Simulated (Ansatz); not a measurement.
**Computed properties of Cu3Sn**

Cu3Sn:
```cif
data_Cu3Sn
_chemical_formula_sum 'Cu3 Sn1'
_space_group_name_H-M_alt 'P 1'
_space_group_IT_number 1
_cell_length_a 4.22859
_cell_length_b 4.22859
_cell_length_c 4.22859
_cell_angle_alpha 60.000
_cell_angle_beta 60.000
_cell_angle_gamma 60.000
loop_
_space_group_symop_operation_xyz
  'x, y, z'
loop_
_atom_site_label
_atom_site_type_symbol
_atom_site_fract_x
_atom_site_fract_y
_atom_site_fract_z
_atom_site_occupancy
Cu1 Cu 0.50000 0.50000 0.50000 1
Cu2 Cu 0.75000 0.75000 0.75000 1
Cu3 Cu 0.25000 0.25000 0.25000 1
Sn1 Sn 0.00000 0.00000 0.00000 1
```

Space group Fm-3m (No. 225); conventional cell a = b = c = 5.980 Å, α = β = γ = 90.00°.

Method: plane-wave PAW LDA (Ansatz code). The cell and atoms are relaxed at this level. Other levels are named where they apply.

### Cell and energy

- Volume per atom: 13.37 Å³
- Density: 9.61 g/cm³
- Formation energy from the elements (no fitted shifts): 0.068 eV/atom

### Electronic structure

* **Electronic character**: metallic (no gap)
* **Density of states at the Fermi level**: 0.21 states/eV per atom (mean over ±0.08 eV)

### Mechanics

- Bulk modulus (Birch–Murnaghan fit): 145 GPa
- Pressure derivative B′: 5.2
- Elastic constants (relaxed ions, GPa): C11 = 140, C12 = 147, C44 = 70.8
- Mechanical stability: unstable (C has a negative eigenvalue)

### Phonons

* **Highest zone-centre frequency**: 195 cm⁻¹
* **Zone-centre stability**: no imaginary mode at Γ

The workflow started from a Materials Project entry (that database holds measured and hypothetical structures alike); the Crystallography Open Database copy checked does not list it. COD files the formula under space group No. 59, 63. With Cu and Sn taken as one species the cell has the higher symmetry Im-3m, so it may be an ordered model of a mixed-site phase. Its standing as an ambient phase is unchecked. The cell was relaxed with LDA under the symmetry of its start. The run is not spin-polarised. As this level gives no gap, shear constants depend on the k-mesh and smearing (Fermi–Dirac, 0.1 eV here). As this level gives no gap, phonon frequencies hold no LO–TO term and depend on the k-mesh and smearing (Fermi–Dirac, 0.1 eV here). The references are the lowest solids computed at this level, not always the standard phases. Spin–orbit coupling is left out wherever it is not named.

Potentials: the later of the program's two PAW sets.
